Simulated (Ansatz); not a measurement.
Level of theory: DFT PBE, scalar-relativistic, plane waves, PAW in Ansatz. Settings: cutoff 420 eV, Γ-centred meshes spaced at most about 0.3 Å⁻¹, and about 0.25 Å⁻¹ or finer for metals (2π included), Gaussian smearing. No spin polarisation in the final relaxations.

Temperature and zero-point effects are left out. All come from trial cells, and lower structures may exist.

Question: Which of these relaxed structures of CsSi₂N₃ is the lowest in energy?
A.

```
CELL_PARAMETERS angstrom
2.96419 0.00000 0.00000
-1.48210 2.56707 0.00000
0.00000 0.00000 9.16825
ATOMIC_POSITIONS crystal
Cs 0.00000 0.00000 0.00000
Si 0.66667 0.33333 0.35782
Si 0.33333 0.66667 0.64218
N 0.00000 0.00000 0.50000
N 0.66667 0.33333 0.72718
N 0.33333 0.66667 0.27282
```

B.

```
CELL_PARAMETERS angstrom
5.44344 0.00000 0.00000
-2.72172 4.71416 0.00000
0.00000 0.00000 2.74126
ATOMIC_POSITIONS crystal
Cs 0.00000 0.00000 0.00000
Si 0.66667 0.33333 0.00000
Si 0.33333 0.66667 0.00000
N 0.50000 0.00000 0.50000
N 0.50000 0.50000 0.50000
N 0.00000 0.50000 0.50000
```

C.

```
CELL_PARAMETERS angstrom
3.07752 0.00000 0.00000
-1.53876 2.66521 0.00000
0.00000 0.00000 9.93587
ATOMIC_POSITIONS crystal
Cs 0.00000 0.00000 0.50000
Si 0.00000 0.00000 0.16215
Si 0.00000 0.00000 0.83785
N 0.00000 0.00000 0.00000
N 0.33333 0.66667 0.76799
N 0.66667 0.33333 0.23201
```

Answer: C. It has space group P-3m1 (No. 164); the next, A, with space group P-3m1 (No. 164), lies 114 meV/atom higher. Counting N atoms around Cs and Si (those within 1.25 times the shortest such distance or 1.15 times the sum of covalent radii; a plus sign parts nearer from farther groups), the lowest has Cs 6, Si 1+3 and the next has Cs 6, Si 3+3.

A magnetic state wasn't ruled out in cells without spin, among them P-3m1 at 13.6 Å³/atom, P-3m1 at 11.6 Å³/atom, P6/mmm. Cells relaxed within their symmetry can be saddle points. Some structure types and database cells were kept out of the candidates from the start, so a known form may be missing.
